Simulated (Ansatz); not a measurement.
Ru: from a starting cell to a relaxed one

The start is a generated trial cell of Ru in the hcp structure type. The structure is fully relaxed (lattice and positions, P = 0) with PBE (plane waves to 420 eV, PAW, scalar-relativistic; Ansatz, a quantum-chemistry and plane-wave program). First-step values are on the input's coarse k-mesh.

Ansatz input (later rounds restart from its end on a renewed k-mesh):
Ansatz 0.2 input:
```yaml
crystal:
  lattice:
    - [2.7000002, 0, 0]
    - [-1.3500001, 2.3382687, 0]
    - [0, 0, 4.2768]
  atoms:
    - { symbol: Ru, position: [0.33333333, 0.66666667, 0.75] }
    - { symbol: Ru, position: [0.66666667, 0.33333333, 0.25] }
basis: { ecutwfc: 420, ecutrho_ratio: 4, xc_grid: 2, fft_grid_basis: typed }
kpoints: { mp_grid: { grid: [14, 14, 8] } }
hamiltonian:
  xc: pbe
  dispersion: none
  pseudopotentials: { kind: paw }
scf: { occupations: { method: fermi_dirac, width: 0.05 } }
relax: { f_tol: 0.01, max_steps: 100, cell: { stress_tol: 0.02 } }
output: { forces: true, stress: true }
```

Initial pressure: +6.4 GPa (positive: the cell is compressed)
Outcome: The space group stays P6₃/mmc (No. 194) (the run could not lower it); the end is hcp (Mg type), with 2 atoms in the primitive cell
Energy released: 0.01 eV/atom
Volume change: +2.0 %, from 13.50 to 13.77 Å³/atom
Shortest distances (start → end): The closest pairs of elements (up to four, under 3.6 Å), start → end: Ru–Ru 2.65 → 2.66 Å
Optimiser moves: 5

It ends as:

```cif
data_Ru2
_chemical_formula_sum 'Ru2'
_space_group_name_H-M_alt 'P63/mmc'
_space_group_IT_number 194
_space_group_name_Hall '-P 6c 2c'
_cell_length_a 2.72216
_cell_length_b 2.72216
_cell_length_c 4.29083
_cell_angle_alpha 90.000
_cell_angle_beta 90.000
_cell_angle_gamma 120.000
loop_
_atom_site_label
_atom_site_type_symbol
_atom_site_symmetry_multiplicity
_atom_site_Wyckoff_symbol
_atom_site_fract_x
_atom_site_fract_y
_atom_site_fract_z
_atom_site_occupancy
Ru1 Ru 2 d 0.66667 0.33333 0.25000 1
```

Final values are on a 20×20×11 k-mesh of the relaxed cell. No spin polarisation in the result.

The run could not lose the symmetry of its start; a randomly shaken copy of 2 atoms returns to this structure.

All atoms sit on sites fixed by symmetry, so only the cell could relax.
